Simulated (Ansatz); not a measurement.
## What is wrong with this input? (SnTe3)

The input below was meant for crystalline SnTe3, with PBE, plane waves and PAW in Ansatz.

```yaml
crystal:
  lattice:
    - [0.0, 3.861219, 3.861219]
    - [3.861219, 0.0, 3.861219]
    - [3.861219, 3.861219, 0.0]
  atoms:
    - { symbol: Sn, position: [0.0, 0.0, 0.0] }
    - { symbol: Te, position: [0.25, 0.25, 0.25] }
    - { symbol: Te, position: [0.75, 0.75, 0.75] }
    - { symbol: Te, position: [0.5, 0.5, 0.5] }
basis:
  ecutwfc: 420
kpoints:
  mp_grid: { grid: [1, 1, 1] }
hamiltonian:
  xc: pbe
scf:
  occupations: { method: gaussian, width: 0.1 }
output:
  forces: true
  stress: true
  eigenvalues: true
```

Output, shortened (HF is the Harris–Foulkes energy, dr2 the density residual in eV):

```text
Pseudopotential: Sn, paw, valence charge 14, recommended cutoff 420 eV (normal)
Pseudopotential: Te, paw, valence charge 16, recommended cutoff 420 eV (normal)
Crystal: 4 atoms, lattice volume = 115.134 Å³
Basis set: ecut = 420 eV, 2229 PW (Γ), exchange–correlation on 80×80×80 points (8 copies of the dense FFT grid, shifted against one another)
Bands: 38, of which v1, the nominal top of the filled ones, is band 31 counted from 1 (30 counted from 0)
Symmetry: 48 space group operations
Space group: Fm-3m (ITA 225), of the structure as read, at distance tolerance 4.9e-5 Å
k-points: 1
Initial density: superposition of atomic densities, corrected by the library's trained network
SCF iter   1: HF=-26965.102479 eV  Δρ=1.82e-2  dr2=1.30e0
SCF iter   2: HF=-26964.834866 eV  Δρ=1.12e-2  dr2=4.73e-1
SCF iter   3: HF=-26964.688957 eV  Δρ=2.27e-3  dr2=1.37e-2
SCF iter   4: HF=-26964.686732 eV  Δρ=5.73e-4  dr2=7.20e-4
SCF iter   5: HF=-26964.686550 eV  Δρ=2.41e-4  dr2=1.52e-4
SCF iter   6: HF=-26964.686530 eV  Δρ=5.73e-5  dr2=6.60e-6
SCF iter   7: HF=-26964.686514 eV  Δρ=9.21e-6  dr2=8.32e-8
SCF iter   8: F=-26964.686514 eV  HF=-26964.686514 eV  Δρ=3.03e-6  dr2=1.78e-8
SCF 1 converged in 8 iterations: F = -26964.686514 eV  dr2 = 1.78e-8
SCF converged after 8 iterations
Free energy (F): -26964.686514 eV
E sigma→0 (E₀):  -26964.609383 eV
Entropy (-TS):   -0.154262 eV (-38.566 meV/atom)
Fermi energy:    8.693076 eV
--- Forces (eV/Å), atoms counted from 1 ---
  atom   1  Sn     0.00000000     0.00000000     0.00000000
  atom   2  Te     0.00000000    -0.00000000    -0.00000000
  atom   3  Te     0.00000000    -0.00000000     0.00000000
  atom   4  Te     0.00000000     0.00000000     0.00000000
--- Stress (GPa, compression-positive) ---
       -2.707807      -0.000000       0.000000
       -0.000000      -2.707807       0.000000
        0.000000       0.000000      -2.707807
  P = ⅓ Tr σ = -2.7078 GPa (-27.078 kbar)
```

Problem. Which fault does the input hold?
A. One k-point for a metal
B. An atom left out of the cell, with fixed occupations
C. A Hubbard U on a shell that the atom lacks
D. A relaxation cut at too few steps
E. A cutoff meant in rydberg typed as eV

Solution. A. One point can't sample a Fermi surface. The cure is a converged mesh.

The change to the input:

```diff
 kpoints:
-  mp_grid: { grid: [1, 1, 1] }
+  mp_grid: { grid: [10, 10, 10] }
```

Result of the mended run: a pressure of 0.00 GPa, no gap. The faulty run's energy lay 292 meV per atom lower.